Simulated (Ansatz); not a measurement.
BeTe (zinc blende)

```
CELL_PARAMETERS angstrom
      0.00000     2.82847     2.82847
      2.82847     0.00000     2.82847
      2.82847     2.82847     0.00000
ATOMIC_POSITIONS crystal
  Te 0.75000 0.75000 0.75000
  Be 0.00000 0.00000 0.00000
```

Two coordinates are scanned: the volume, and the ratio of the stretch along z (the conventional c axis) to the stretch across it. Atoms keep their fractional coordinates.

The numbers are results of r2SCAN (plane waves to 500 eV, PAW, scalar-relativistic; Ansatz, a quantum-chemistry and plane-wave program), not measurements. k mesh 10×10×10 (Γ-centred), Fermi-Dirac smearing 0.05 eV. Stress and pressure are positive under compression. BeTe was relaxed with its symmetry unable to fall. Spin-orbit coupling is left out, though Te is heavy.

Changes of σzz (GPa) from the point V/V₀ = 1.000, (c/a)/(c/a)₀ = 1.000 when one coordinate moves alone (two changes are said to add if the coupling is within 5 % of the smaller one, nearly so within 20 %):

```
point                               change
----------------------------------  ------
V/V₀ = 1.000, (c/a)/(c/a)₀ = 0.920   2.940
V/V₀ = 1.000, (c/a)/(c/a)₀ = 0.960   1.581
V/V₀ = 0.920, (c/a)/(c/a)₀ = 1.000   5.826
V/V₀ = 0.960, (c/a)/(c/a)₀ = 1.000   2.624
V/V₀ = 1.040, (c/a)/(c/a)₀ = 1.000  -2.153
V/V₀ = 1.080, (c/a)/(c/a)₀ = 1.000  -3.921
V/V₀ = 1.000, (c/a)/(c/a)₀ = 1.040  -1.769
V/V₀ = 1.000, (c/a)/(c/a)₀ = 1.080  -3.691
```

Question: What is the change at V/V₀ = 1.040, (c/a)/(c/a)₀ = 0.920, where both move, and how far is it from the sum?

Answer: The sum of the single changes is -2.153 + (2.940) = 0.787; the calculation gives 0.723, so they add (within 5 % of the smaller single change).

Question: Do the two effects add at V/V₀ = 1.040, (c/a)/(c/a)₀ = 0.960? Give the computed change.

Answer: The sum of the single changes is -2.153 + (1.581) = -0.572; the calculation gives -0.616, so they add (within 5 % of the smaller single change).

Question: What is the change at V/V₀ = 1.080, (c/a)/(c/a)₀ = 1.040, where both move, and how far is it from the sum?

Answer: The sum of the single changes is -3.921 + (-1.769) = -5.690; the calculation gives -5.563, so the coupling contributes 0.127 (under 20 % of the smaller single change, nearly additive).

(A scan under strain: stresses follow from slopes of the energy per volume, elastic moduli from its curvatures.)
